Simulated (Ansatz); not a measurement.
Relaxed-ion elastic tensor of ZrN (rock salt, Fm-3m) in GPa (Voigt order), DFT-PBE in the program Ansatz with PAW potentials; density 7.21 g/cm³, 12.12 Å³ per atom.

```
529  110  110  0.0  0.0  0.0
110  529  110  0.0  0.0  0.0
110  110  529  0.0  0.0  0.0
0.0  0.0  0.0  120  0.0  0.0
0.0  0.0  0.0  0.0  120  0.0
0.0  0.0  0.0  0.0  0.0  120
```

Is the crystal mechanically stable?

Yes: the smallest eigenvalue of C is 120 GPa.

Work out the Voigt, Reuss and Hill averages.

K_V = 250, K_R = 250, K_H = 250; G_V = 156, G_R = 145, G_H = 151 GPa.

Give Young's modulus, Poisson's ratio, Pugh's ratio and the universal anisotropy index.

E = 9KG/(3K + G) = 376 GPa; ν = 0.25; K/G = 1.66 (near the Pugh limit of 1.75, no verdict); A_U = 5G_V/G_R + K_V/K_R − 6 = 0.38.

Estimate the sound speeds and the Debye temperature.

v_l = √((K + 4G/3)/ρ) = 7910 m/s, v_t = √(G/ρ) = 4570 m/s, mean 5070 m/s; Θ = (h/k)(3n/4πV)^(1/3) v_m = 658 K.

Give the Zener ratio and Young's modulus along [100], [110] and [111].

A = 2C44/(C11 − C12) = 0.57; 1/E = S11 − 2(S11 − S12 − S44/2)Γ with Γ = 0, 1/4, 1/3 gives 491, 343, 311 GPa.

The cell was relaxed with PBE under the symmetry of its start; of distortions, only those at the zone centre were tested. No spin polarisation was allowed. With an odd number of electrons in the cell and no spin polarisation, the count alone makes it a metal. As this level gives no gap, shear constants depend on the k-mesh and smearing (Fermi–Dirac, 0.1 eV here).

Potentials: the later of the program's two PAW sets.
